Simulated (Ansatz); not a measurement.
VN:
```
VN
1.0
    2.71739     0.00000     0.00000
   -1.35869     2.35333     0.00000
    0.00000     0.00000     5.26034
V N
2 2
Cartesian
  0.00000   0.00000   0.00000
  0.00000   0.00000   2.63017
  1.35869   0.78444   3.94525
  0.00000   1.56888   1.31508
```

Relaxed with PBEsol.

Give the Bader charges and basin volumes of the independent atoms, DFT-PBEsol in the program Ansatz with PAW potentials.



```
atom  Bader charge (e)  Bader volume (Å³)
----  ----------------  -----------------
V1               +1.49                7.6
N3               -1.49                9.2
```

Space group P6_3/mmc (NiAs type). The workflow started from a Materials Project entry (that database holds measured and hypothetical structures alike); the Crystallography Open Database copy checked does not list it. It is not the phase usual at ambient conditions (space group No. 225). The PBEsol relaxation kept the symmetry of its start; its stability against distortions is not shown here. The run is not spin-polarised.

Potentials: the later of the program's two PAW sets.
